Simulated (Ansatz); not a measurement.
Given:

BaS (rock salt, Fm-3m), a = 6.2715 Å, b = 6.2715 Å, c = 6.2715 Å, α = 90.00°, β = 90.00°, γ = 90.00°; the cell used has 2 atoms.

This is the LDA-relaxed structure.

Problem. All from the program Ansatz at the LDA level (PAW), unless another level is named. Predict the Young's modulus.

Solution. 69.8 GPa.

Problem. And the highest zone-centre frequency (without LO–TO term)?

Solution. 151 cm⁻¹.

Problem. Give the zero-point energy.

Solution. 24.8 meV/atom.

The cell was relaxed with LDA under the symmetry of its start; phonons on a q-mesh show no instability. Scalar-relativistic: spin–orbit coupling is off unless named, which matters more the heavier the elements.

Potentials: the later of the program's two PAW sets.
